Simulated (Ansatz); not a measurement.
ZnS (zinc blende, space group No. 216), DFT-LDA in the program Ansatz with PAW potentials. The conduction-band minimum lies at Γ, with 1 equivalent valley. Second derivatives d²E/dk² of the lowest band at one valley (eV·Å²), along Cartesian directions:

```csv
direction,d²E/dk²
[100],45.65
[010],45.65
[001],45.65
[110],45.62
[101],45.62
[011],45.62
```

Q: Find the principal effective masses, the density-of-states mass and the conductivity mass.

A: Off-diagonal terms follow from H_xy = H[110] − (H_xx + H_yy)/2, and m*/mₑ = 7.620 eV·Å² over each eigenvalue: 0.17, 0.17, 0.17. One valley's DOS mass (m₁m₂m₃)^(1/3) = 0.17, conductivity mass 3/(Σ 1/mᵢ) = 0.17 mₑ.

Q: What effective density of states Nc follows at 300 K for parabolic valleys?

A: Nc = 2.509e19 × 1 × (0.17)^(3/2) ≈ 1.8e18 cm⁻³.

Q: With the computed static dielectric constant 8.80 (mean of the diagonal), estimate a hydrogenic donor's binding energy and radius.

A: E = 13.606 eV × 0.17/8.80² ≈ 30 meV; a = 0.529 Å × ε/m* ≈ 27 Å. Semilocal masses tend to be too small where the gap is.

Q: With ε∞ = 6.18 and ω_LO = 347 cm⁻¹, what Fröhlich coupling constant follows?

A: α = (1/ε∞ − 1/ε0) √(m* × 13.606 eV/ħω_LO) = 0.35.

Space group F-43m (zinc blende). The cell was relaxed with LDA under the symmetry of its start; phonons on a q-mesh show no instability.

Potentials: the earlier of the program's two PAW sets.
